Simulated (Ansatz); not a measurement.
BiSI (space group Pnma)

```yaml
crystal:
  lattice:
    - [8.31099, 0.00000, 0.00000]
    - [0.00000, 4.10819, 0.00000]
    - [0.00000, 0.00000, 10.00965]
  atoms:
    - { symbol: Bi, position: [0.35956, 0.25000, 0.37665] }
    - { symbol: Bi, position: [0.64044, 0.75000, 0.62335] }
    - { symbol: Bi, position: [0.14044, 0.75000, 0.87665] }
    - { symbol: Bi, position: [0.85956, 0.25000, 0.12335] }
    - { symbol: S, position: [0.33842, 0.75000, 0.55358] }
    - { symbol: S, position: [0.66158, 0.25000, 0.44642] }
    - { symbol: S, position: [0.16158, 0.25000, 0.05358] }
    - { symbol: S, position: [0.83842, 0.75000, 0.94642] }
    - { symbol: I, position: [0.49144, 0.25000, 0.83274] }
    - { symbol: I, position: [0.50856, 0.75000, 0.16726] }
    - { symbol: I, position: [0.00856, 0.75000, 0.33274] }
    - { symbol: I, position: [0.99144, 0.25000, 0.66726] }
```

The slice is a (001) plane (indices of the conventional cell) through the point (0.338, 0.750, 0.554) (fractional), spanned by u = [010] and v = [100] in vectors of this cell: u (4.11 Å) and v (8.31 Å, at 90° to u). It covers one period; positions are fractions (u, v).

Computed with LDA (plane waves to 420 eV, PAW, scalar-relativistic; Ansatz, an electronic-structure program). k mesh 4×7×3. These are valence fields of a PAW run, semicore shells included where kept as valence: close to a nucleus they are smooth pseudo fields. BiSI was relaxed with its symmetry unable to fall. Spin-orbit coupling is left out, though Bi and I are heavy.

**Question.** Sketch the electrostatic potential energy of an electron, from the cell's mean on this plane as a map.

**Answer.** 
```
|xxx1777771xx|
|xxx5888885xx|
|026899899862|
|889999999998|
|999988888999|
|999876567899|
|999852025899|
|999730003799|
|998740004789|
|998753235789|
|888876667888|
|777888788877|
|345778887754|
|001466666410|
|xx014434410x|
|xx002212200x|
|xxx0222220xx|
|xx004555400x|
|000367776300|
|003577877530|
|004677777640|
|xxx4777774xx|
|xxx1676761xx|
|xxx0677760xx|
```
Scale: ten equal steps from 0.00 (start of '0') to 8.17 (end of '9'), in the order '0123456789'. Values: electrostatic potential energy of an electron, from the cell's mean, in eV. The map has 12 points along u (one character each, u = 0 at the left) and 24 along v (v = 0 in the bottom row). Points within 1 Å of a nucleus are blanked (x), as the pseudised field means little there. Values under 0 eV are set to 0. The zero, the cell's mean, hangs on the PAW cores.
